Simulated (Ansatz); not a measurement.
Mo (bcc (W type)), relaxed and computed with several functionals in Ansatz (plane waves, PAW).

```json
[
 {"functional": "LDA", "a (Å)": "3.112", "B₀ by P(V) fit (GPa)": "294"},
 {"functional": "PBEsol", "a (Å)": "3.129", "B₀ by P(V) fit (GPa)": "281"},
 {"functional": "r²SCAN", "a (Å)": "3.151", "B₀ by P(V) fit (GPa)": "272"},
 {"functional": "PBE", "a (Å)": "3.160", "B₀ by P(V) fit (GPa)": "260"}
]
```

All cells were relaxed under the symmetry of their starts (and spin orders); stability against distortions was not tested throughout. Named crystals with no word on spin ran without spin polarisation. Spin–orbit coupling is left out wherever it is not named.

Potentials: the earlier of the program's two PAW sets. The files were generated under PBE; for other functionals the program regenerates the frozen cores, and for LDA and PBEsol the local potential too.

Ansatz (an electronic-structure program) is a plane-wave DFT program.
